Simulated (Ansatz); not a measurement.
**Zincblende alloy of GaP and GaN (8 of 32 P sites exchanged), 64 atoms**

Ansatz, PAW, plane waves. PBEsol relaxation of volume and atoms (shape held) at the single k point (¼, ¼, ¼) without its symmetry partners; single points on the relaxed atoms at the single k point (¼, ¼, ¼) without its symmetry partners, onto which points of the small cell's zone fold. Arrangement: random. No spin–orbit coupling unless named.

Relaxed structure:

```
CELL_PARAMETERS angstrom
10.39967 0.00000 0.00000
0.00000 10.39967 0.00000
0.00000 0.00000 10.39967
ATOMIC_POSITIONS crystal
Ga 0.98031 0.98378 0.02075
Ga 0.97998 0.01950 0.48677
Ga 0.02651 0.50008 0.00018
Ga 0.99800 0.50370 0.49671
Ga 0.51342 0.98816 0.98793
Ga 0.52212 0.98351 0.48095
Ga 0.50198 0.50540 0.00393
Ga 0.49724 0.47115 0.50258
Ga 0.23499 0.26271 0.98941
Ga 0.26596 0.26615 0.51257
Ga 0.23593 0.73228 0.01456
Ga 0.25269 0.74715 0.50216
Ga 0.75011 0.25068 0.00037
Ga 0.74952 0.24194 0.47466
Ga 0.75299 0.77559 0.00708
Ga 0.73694 0.76250 0.48187
Ga 0.25400 0.00653 0.24782
Ga 0.24783 0.99859 0.74892
Ga 0.22950 0.51926 0.23381
Ga 0.25716 0.47312 0.74893
Ga 0.76375 0.98516 0.26041
Ga 0.73532 0.99043 0.76648
Ga 0.73263 0.48183 0.26860
Ga 0.75277 0.50346 0.74742
Ga 0.98078 0.23011 0.26718
Ga 0.01521 0.26636 0.76862
Ga 0.99327 0.74451 0.21599
Ga 0.00042 0.74992 0.74530
Ga 0.51194 0.26229 0.26321
Ga 0.48560 0.26091 0.72921
Ga 0.51865 0.76529 0.26735
Ga 0.51716 0.76270 0.77049
P 0.11521 0.12512 0.12513
P 0.12383 0.13427 0.62392
P 0.13050 0.61481 0.62940
P 0.63105 0.11800 0.13274
P 0.62490 0.12248 0.61878
P 0.63205 0.63127 0.13271
P 0.61992 0.62659 0.61924
P 0.36979 0.37959 0.12756
P 0.37970 0.86928 0.12521
P 0.38714 0.87549 0.62539
P 0.87822 0.37533 0.13190
P 0.87549 0.36892 0.62093
P 0.86522 0.87940 0.62167
P 0.38432 0.12714 0.38165
P 0.37498 0.12951 0.87192
P 0.37926 0.61892 0.37231
P 0.37152 0.62299 0.87436
P 0.87761 0.12095 0.87945
P 0.86959 0.62729 0.36465
P 0.87878 0.62911 0.88339
P 0.12449 0.37347 0.37144
P 0.11550 0.87401 0.36662
P 0.11973 0.87195 0.88479
P 0.62003 0.37502 0.86915
N 0.11802 0.62442 0.11794
N 0.37568 0.37373 0.62381
N 0.86977 0.87273 0.13032
N 0.86365 0.11779 0.37038
N 0.13197 0.37989 0.87642
N 0.62481 0.36558 0.38045
N 0.63702 0.87840 0.36897
N 0.63184 0.87596 0.88397
```

Problem. What are the mean bond lengths by pair (pairs within 1.2 times the sum of covalent radii, less contacts 15 % beyond the pair's median; cation–cation pairs of compounds aside; long ionic contacts are cut short by that bound)?

Solution. Ga–N 2.034 ± 0.043 Å (standard deviation, 32 bonds); Ga–P 2.336 ± 0.035 Å (standard deviation, 96 bonds).

Problem. What gap lies between the top filled and the lowest empty level in the single points?

Solution. HSE06 1.96 eV (31 s on NVIDIA GB300). Away from Γ this isn't the crystal's band gap. An indirect band minimum needn't fold onto Γ of this cell; where it doesn't, these gaps are too wide.
